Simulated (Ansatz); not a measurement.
Ti₂Cd: electron density at the nuclei under pressure

```yaml
crystal:
  lattice:
    - [-1.43250, 1.43250, 6.71000]
    - [1.43250, -1.43250, 6.71000]
    - [1.43250, 1.43250, -6.71000]
  atoms:
    - { symbol: Ti, position: [0.32400, 0.32400, 0.00000] }
    - { symbol: Ti, position: [0.67600, 0.67600, 0.00000] }
    - { symbol: Cd, position: [0.00000, 0.00000, 0.00000] }
```

Atoms are numbered in the order listed.

The conventional cell has a = 2.865 Å, b = 2.865 Å, c = 13.420 Å, α = 90.00°, β = 90.00°, γ = 90.00°. Ti (atom 1) has 8 Ti at 2.84 to 2.87 Å and 4 Cd at 3.11 Å as nearest neighbours. Cd (atom 3) is surrounded by 4 Cd at 2.87 Å and 8 Ti at 3.11 Å.

The geometry is COD entry 1525205, unchecked; take it as a test cell.

These are results of DFT, LDA, all-electron PAW with datasets made for the crystal, scalar-relativistic (Ansatz 0.2.0), not measurements.

Numerical set-up: a Γ-centred 16×16×16 k mesh, Fermi–Dirac smearing of 0.08 eV, cutoff 260 eV (chosen by the program for this cell), no spin polarisation.

The contact density is the mean electron density over the nuclear volume; its changes follow the s electrons' response to bonding and compression. Changes below are taken from the unscaled cell, where it is 56470.8 e/Å³ at Ti1, 1.03172e+06 e/Å³ at Cd3.

Volumes at which the program chose other datasets or cutoffs are left out.

The datasets are made afresh for each cell, so very small changes are uncertain.

Question: Does compression raise or lower the contact density at Cd3?

Answer: It raises it, by 4.12 e/Å³ over the whole range.

Question: Tabulate the changes with volume.

Answer: 
```tsv
V/V(cell)	P (GPa)	Δρ(0) Ti1 (e/Å³)	Δρ(0) Cd3 (e/Å³)
0.9800	-6.3	0.26	1.16
0.9900	-7.2	0.13	0.57
1.0000	-8.1	0.00	0.00
1.0100	-8.9	-0.13	-0.55
1.0200	-9.7	-0.25	-1.07
1.0400	-11.1	-0.50	-2.05
1.0600	-12.4	-0.74	-2.96
```
